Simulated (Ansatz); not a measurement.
The cell of SrAlZnC6N6 is invented: cyanide-bridged rock-salt net of two metals, 1 guest cations a cell (F-43m, No. 216). Its size is a rough estimate.

```xyz
15
Lattice="0.0000 5.0525 5.0525 5.0525 0.0000 5.0525 5.0525 5.0525 0.0000" Properties=species:S:1:pos:R:3 pbc="T T T"
Sr    7.5788    7.5788    7.5788
Al    0.0000    0.0000    0.0000
Zn    5.0525    5.0525    5.0525
C     1.8750    5.0525    5.0525
C     5.0525    5.0525    1.8750
C     5.0525    8.2300    5.0525
C     8.2300    5.0525    5.0525
C     5.0525    5.0525    8.2300
C     5.0525    1.8750    5.0525
N     3.0450    5.0525    5.0525
N     5.0525    5.0525    3.0450
N     5.0525    7.0600    5.0525
N     7.0600    5.0525    5.0525
N     5.0525    5.0525    7.0600
N     5.0525    3.0450    5.0525
```

These are results of DFT PBE, scalar-relativistic, plane waves, PAW (Ansatz), not measurements. Cutoff 420 eV, Gaussian smearing, Γ-centred meshes. Cell and atoms relax first on a coarse mesh and then on a finer one. In between, the cell is made exact in the group found at 0.06 Å. In metals the finer mesh still leaves noise of several meV/atom or more. The steps can't lower the symmetry of their start. No spin polarisation in the relaxation; trial moments died out in a coarse test.

A guess keeps its type if space group and coordination stay and the shape of the cell changes little (axis ratios within about 15 %, angles within 6°); the volume may change.

Question: Will the relaxed cell still be of the starting type?

Answer: It keeps its type. The symmetry stays F-43m (No. 216). The volume per atom grows by 21.5 %, from 17.2 to 20.9 Å³. The shortest distance stays 1.17 Å (C–N). Counting neighbours within 15 % of an atom's shortest distance, the start has Al 6, C 1, N 1, Sr 24, Zn 6 and the end Al 6, C 1, N 1, Sr 24, Zn 6.

The last run used a 6×6×6 mesh for its 15-atom cell and Gaussian smearing of 0.10 eV. An odd number of electrons in the primitive cell allows no gap without spin; a larger cell or a magnetic state could open one. A structure relaxed within its symmetry needn't be a true minimum.
